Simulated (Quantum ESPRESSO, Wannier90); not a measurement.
TlSbTe$_{2}$ (R-3m): Wannier90 run

Structure: Materials Project mp-4573, symmetrised, not relaxed again. COD (Crystallography Open Database) has an entry of this formula and space group (matched by these alone). Computed values, not measurements, from PBEsol: Quantum ESPRESSO (norm-conserving PseudoDojo potentials, cutoff 64 Ry, spinors with spin-orbit coupling) on a Γ-centred 4×4×4 mesh, then Wannier90. Density: 8×8×8 mesh, cold smearing 0.01 Ry. With spin-orbit coupling a semilocal functional can close or falsely invert a small gap; the band order was not checked against a better method. The gap is small at this level and was sampled on the meshes and a path alone.

On the energy scale of pw.x, whose zero is arbitrary, the valence-band maximum lies at 8.39 eV.

Input w.win:

```
num_bands = 16
num_wann = 16
exclude_bands = 1-44,61-92
spinors = true
num_iter = 1000
conv_tol = 1.0e-4
conv_window = 4
write_hr = true
write_u_matrices = true
auto_projections = true
begin unit_cell_cart
ang
   -2.2326100101    3.8669939709    0.0000000000
   -4.4652200201    0.0000000000    0.0000000000
   -2.2326100101    1.2889979903    7.9094330000
end unit_cell_cart
begin atoms_frac
Tl   0.0000000000  0.0000000000  0.0000000000
Sb   0.5000000000  0.5000000000  0.5000000000
Te  -0.2391930000 -0.2391930000 -0.2824210000
Te   0.2391930000  0.2391930000  0.2824210000
end atoms_frac
mp_grid = 4 4 4
begin kpoints
0.0000000000 0.0000000000 0.0000000000
0.0000000000 0.0000000000 0.2500000000
0.0000000000 0.0000000000 0.5000000000
... (61 more lines: the 4x4x4 mesh through Gamma)
end kpoints
```

Input of pw2wannier90.x that gives the overlap and projection files (equivalent; here they were cut from one run over all bands):

```
&inputpp
  outdir = './out'
  prefix = 'pwscf'
  seedname = 'w'
  write_amn = .true.
  write_mmn = .true.
  atom_proj = .true.
  atom_proj_exclude = 1 2 3 4 5 6 7 8 9 10 13 14 15 16 17 18 19 20 21 22 23 24 25 26 27 28 31 32 33 34 35 36 37 38 39 40 41 42 43 44 45 46 47 48 55 56 57 58 59 60 61 62 63 64 65 66
/
```

Output w.wout (banner and timings cut):

```
                                    ------
                                    SYSTEM
                                    ------

                              Lattice Vectors (Ang)
                    a_1    -2.232610   3.866994   0.000000
                    a_2    -4.465220   0.000000   0.000000
                    a_3    -2.232610   1.288998   7.909433

                   Unit Cell Volume:     136.57201  (Ang^3)

                        Reciprocal-Space Vectors (Ang^-1)
                    b_1     0.000000   1.624824  -0.264797
                    b_2    -1.407139  -0.812412  -0.264797
                    b_3     0.000000   0.000000   0.794391

 *----------------------------------------------------------------------------*
 |   Site       Fractional Coordinate          Cartesian Coordinate (Ang)     |
 +----------------------------------------------------------------------------+
 | tl   1   0.00000   0.00000   0.00000   |   -0.00000   0.00000   0.00000    |
 | sb   1   0.50000   0.50000   0.50000   |   -4.46522   2.57800   3.95472    |
 | te   1  -0.23919  -0.23919  -0.28242   |    2.23261  -1.28900  -2.23379    |
 | te   2   0.23919   0.23919   0.28242   |   -2.23261   1.28900   2.23379    |
 *----------------------------------------------------------------------------*
                                ------------
                                K-POINT GRID
                                ------------

             Grid size =  4 x  4 x  4      Total points =   64

 *---------------------------------- MAIN ------------------------------------*
 |  Number of Wannier Functions               :                16             |
 |  Number of Objective Wannier Functions     :                16             |
 |  Number of input Bloch states              :                16             |
 |  Output verbosity (1=low, 5=high)          :                 1             |
 |  Timing Level (1=low, 5=high)              :                 1             |
 |  Optimisation (0=memory, 3=speed)          :                 3             |
 |  Length Unit                               :               Ang             |
 |  Post-processing setup (write *.nnkp)      :                 F             |
 |  Using Gamma-only branch of algorithms     :                 F             |
 *----------------------------------------------------------------------------*
 *------------------------------- WANNIERISE ---------------------------------*
 |  Total number of iterations                :              1000             |
 |  Number of CG steps before reset           :                 5             |
 |  Trial step length for line search         :             2.000             |
 |  Convergence tolerence                     :         0.100E-03             |
 |  Convergence window                        :                 4             |
 |  Iterations between writing output         :                 1             |
 |  Iterations between backing up to disk     :               100             |
 |  Write r^2_nm to file                      :                 F             |
 |  Write xyz WF centres to file              :                 F             |
 |  Write on-site energies <0n|H|0n> to file  :                 F             |
 |  Use guiding centre to control phases      :                 F             |
 |  Use phases for initial projections        :                 F             |
 *----------------------------------------------------------------------------*
 *-------------------------------- PLOTTING ----------------------------------*
 |  Plotting Hamiltonian in WF basis          :                 T             |
 *----------------------------------------------------------------------------*

 *---------------------------------- K-MESH ----------------------------------*
 +----------------------------------------------------------------------------+
 |                    Distance to Nearest-Neighbour Shells                    |
 |                    ------------------------------------                    |
 |          Shell             Distance (Ang^-1)          Multiplicity         |
 |          -----             -----------------          ------------         |
 |             1                   0.198598                      2            |
 |             2                   0.397196                      2            |
 |             3                   0.411565                      6            |
 |             4                   0.427238                      6            |
 |             5                   0.484893                      6            |
 |             6                   0.523987                      6            |
 |             7                   0.595794                      2            |
 |             8                   0.616229                      6            |
       ... (lines left out)
 +----------------------------------------------------------------------------+
 | The b-vectors are chosen automatically                                     |
 | The following shells are used:                       1,  3                 |
 +----------------------------------------------------------------------------+
 |                        Shell   # Nearest-Neighbours                        |
 |                        -----   --------------------                        |
 |                          1               2                                 |
 |                          2               6                                 |
 +----------------------------------------------------------------------------+
 | Completeness relation is fully satisfied [Eq. (B1), PRB 56, 12847 (1997)]  |
 +----------------------------------------------------------------------------+
 |                  b_k Vectors (Ang^-1) and Weights (Ang^2)                  |
 |                  ----------------------------------------                  |
 |            No.         b_k(x)      b_k(y)      b_k(z)        w_b           |
 |            ---        --------------------------------     --------        |
 |             1         0.000000    0.000000    0.198598    12.003743        |
 |             2         0.000000    0.000000   -0.198598    12.003743        |
 |             3        -0.351785   -0.203103   -0.066199     2.020161        |
 |             4         0.000000    0.406206   -0.066199     2.020161        |
 |             5        -0.351785    0.203103    0.066199     2.020161        |
 |             6         0.351785    0.203103    0.066199     2.020161        |
 |             7         0.000000   -0.406206    0.066199     2.020161        |
 |             8         0.351785   -0.203103   -0.066199     2.020161        |
 +----------------------------------------------------------------------------+
 |                           b_k Directions (Ang^-1)                          |
 |                           -----------------------                          |
 |            No.           x           y           z                         |
 |            ---        --------------------------------                     |
 |             1         0.000000    0.000000    0.198598                     |
 |             2        -0.351785   -0.203103   -0.066199                     |
 |             3         0.000000    0.406206   -0.066199                     |
 |             4        -0.351785    0.203103    0.066199                     |
 +----------------------------------------------------------------------------+

 Starting a new Wannier90 calculation ...

 Reading overlaps from w.mmn

 Reading projections from w.amn

 *------------------------------- WANNIERISE ---------------------------------*
 +--------------------------------------------------------------------+<-- CONV
 | Iter  Delta Spread     RMS Gradient      Spread (Ang^2)            |<-- CONV
 +--------------------------------------------------------------------+<-- CONV

 ------------------------------------------------------------------------------
 Initial State
  WF centre and spread    1  (  0.003706, -0.000920, -0.003228 )     4.00662776
  WF centre and spread    2  ( -0.001620,  0.003457,  0.004214 )     4.00690884
  WF centre and spread    3  ( -4.462028,  2.577206,  3.953435 )     4.61933550
  WF centre and spread    4  ( -4.466614,  2.580974,  3.956391 )     4.61937398
  WF centre and spread    5  (  2.232610, -1.288998, -2.514994 )     4.95328526
  WF centre and spread    6  (  2.249793, -1.294281, -2.373854 )     5.67421430
  WF centre and spread    7  (  2.226150, -1.272445, -2.366316 )     5.68844244
  WF centre and spread    8  (  2.232610, -1.288998, -2.514994 )     4.95328526
  WF centre and spread    9  (  2.230239, -1.288423, -2.388846 )     4.38787125
  WF centre and spread   10  (  2.233675, -1.291224, -2.387152 )     4.40652983
  WF centre and spread   11  ( -2.232610,  1.288998,  2.514994 )     4.95328526
  WF centre and spread   12  ( -2.216162,  1.285919,  2.367414 )     5.68457872
  WF centre and spread   13  ( -2.240856,  1.303805,  2.374881 )     5.67081336
  WF centre and spread   14  ( -2.232610,  1.288998,  2.514994 )     4.95328526
  WF centre and spread   15  ( -2.235022,  1.289607,  2.387381 )     4.40406191
  WF centre and spread   16  ( -2.231587,  1.286761,  2.389063 )     4.38540063
  Sum of centres and spreads ( -8.910326,  5.180437,  7.913384 )    77.36729957

      0     0.774E+02     0.0000000000       77.3672995654  <-- CONV
        O_D=      0.2853540 O_OD=     12.4667281 O_TOT=     77.3672996 <-- SPRD
 ------------------------------------------------------------------------------
      1    -0.941E+00     1.5618582653       76.4261664262  <-- CONV
        O_D=      0.2484028 O_OD=     11.5625462 O_TOT=     76.4261664 <-- SPRD
      2    -0.478E+00     1.0602334751       75.9477744115  <-- CONV
        O_D=      0.2090110 O_OD=     11.1235460 O_TOT=     75.9477744 <-- SPRD
      3    -0.276E+00     0.9061324475       75.6714755973  <-- CONV
        O_D=      0.2086690 O_OD=     10.8475892 O_TOT=     75.6714756 <-- SPRD
      4    -0.141E+00     0.6448896053       75.5305474582  <-- CONV
        O_D=      0.1913794 O_OD=     10.7239507 O_TOT=     75.5305475 <-- SPRD
      5    -0.578E-01     0.4504515428       75.4727811969  <-- CONV
        O_D=      0.1851672 O_OD=     10.6723966 O_TOT=     75.4727812 <-- SPRD
       ... (lines left out)
    100    -0.814E-03     0.0419381728       75.3704476287  <-- CONV
        O_D=      0.1773082 O_OD=     10.5779220 O_TOT=     75.3704476 <-- SPRD
       ... (lines left out)
    200    -0.111E-01     0.1663432030       74.8952825815  <-- CONV
        O_D=      0.1422120 O_OD=     10.1378531 O_TOT=     74.8952826 <-- SPRD
       ... (lines left out)
    300    -0.396E-02     0.0983811682       74.4059930868  <-- CONV
        O_D=      0.1080107 O_OD=      9.6827650 O_TOT=     74.4059931 <-- SPRD
       ... (lines left out)
    400    -0.135E-02     0.0526532903       74.0168786519  <-- CONV
        O_D=      0.1114568 O_OD=      9.2902044 O_TOT=     74.0168787 <-- SPRD
       ... (lines left out)
    500    -0.386E-03     0.0303013514       73.8684799940  <-- CONV
        O_D=      0.0953155 O_OD=      9.1579470 O_TOT=     73.8684800 <-- SPRD
       ... (lines left out)
    527    -0.625E-04     0.0122117355       73.8640011077  <-- CONV
        O_D=      0.0946563 O_OD=      9.1541273 O_TOT=     73.8640011 <-- SPRD
    528    -0.524E-04     0.0110710435       73.8639486951  <-- CONV
        O_D=      0.0946493 O_OD=      9.1540820 O_TOT=     73.8639487 <-- SPRD
    529    -0.505E-04     0.0164232775       73.8638982436  <-- CONV
        O_D=      0.0946461 O_OD=      9.1540347 O_TOT=     73.8638982 <-- SPRD
             <<<     Delta < 1.000E-04  over  4 iterations     >>>
             <<< Wannierisation convergence criteria satisfied >>>
 Final State
  WF centre and spread    1  (  0.006388, -0.001722, -0.001191 )     3.66896505
  WF centre and spread    2  ( -0.006383,  0.001676,  0.001179 )     3.66849154
  WF centre and spread    3  ( -4.455462,  2.575306,  3.953153 )     5.19811860
  WF centre and spread    4  ( -4.474954,  2.580623,  3.956304 )     5.19757736
  WF centre and spread    5  (  2.481125, -1.431956, -2.427637 )     4.68262546
  WF centre and spread    6  (  2.233422, -1.006134, -2.432781 )     4.67769867
  WF centre and spread    7  (  1.979895, -1.434109, -2.431795 )     4.68122220
  WF centre and spread    8  (  2.477559, -1.430864, -2.437525 )     4.66765457
  WF centre and spread    9  (  2.231608, -1.002836, -2.431286 )     4.68145427
  WF centre and spread   10  (  1.992223, -1.428290, -2.432526 )     4.67410084
  WF centre and spread   11  ( -2.477308,  1.430473,  2.437371 )     4.67062520
  WF centre and spread   12  ( -1.977495,  1.435258,  2.433769 )     4.67871259
  WF centre and spread   13  ( -2.234245,  1.015690,  2.418753 )     4.72079826
  WF centre and spread   14  ( -2.483877,  1.430834,  2.432791 )     4.66563913
  WF centre and spread   15  ( -1.991022,  1.425542,  2.437412 )     4.65083612
  WF centre and spread   16  ( -2.231656,  0.999315,  2.433294 )     4.67937837
  Sum of centres and spreads ( -8.930184,  5.158808,  7.909284 )    73.86389825

         Spreads (Ang^2)       Omega I      =    64.615217439
        ================       Omega D      =     0.094646064
                               Omega OD     =     9.154034740
    Final Spread (Ang^2)       Omega Total  =    73.863898244
```
